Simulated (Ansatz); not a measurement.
The elements of this relaxed trial crystal are hidden behind letters.

```
lattice vectors (Å)
   0.0000    4.1031    4.1031
   4.1031    0.0000    4.1031
   4.1031    4.1031    0.0000
fractional positions
X 0.0000 0.0000 0.0000
Z 0.2500 0.2500 0.2500
Z 0.7500 0.7500 0.7500
Z 0.5000 0.5000 0.5000
```

The calculation used Ansatz 0.2.0, DFT PBE, scalar-relativistic, plane waves, PAW. The final run on the 4-atom cell used 420 eV, a Γ-centred 10×10×10 mesh, 0.10 eV smearing and no spin polarisation.

* Space group: Fm-3m (No. 225)
* Conventional cell: a = 8.206 Å
* Volume per atom: 34.54 Å³
* Density: 3.91 g/cm³
* Formation energy: −0.47 eV/atom
* Gap on the 10×10×10 mesh of the 4-atom cell: 0 eV (a metal)

Energies are uncorrected and count from the elements' standard states at the same level.

Q: X is an s-block element of period 5 and Z is a p-block element of period 4. Which elements are they?

A: X = Rb, Z = Br, so the formula is RbBr3, here in the BiF3 (D0_3) type. Density times volume gives a mean mass of 3.91 × 34.54/1.6605 = 81.3 u per atom, and this set has 81.3 u. Rb has 8 Br at 3.55 Å and 6 Br at 4.10 Å; Br on a site of symmetry -43m has 4 Br at 3.55 Å, 4 Rb at 3.55 Å and 6 Br at 4.10 Å; Br on a site of symmetry m-3m is surrounded by 8 Br at 3.55 Å and 6 Rb at 4.10 Å. Other sets within the hints have nearly the same mass, so mass alone doesn't settle it; this one was computed.

The cell is a metal run without spin; a magnetic state may lie lower. Symmetry constrained the relaxation, so the result can be a saddle point.
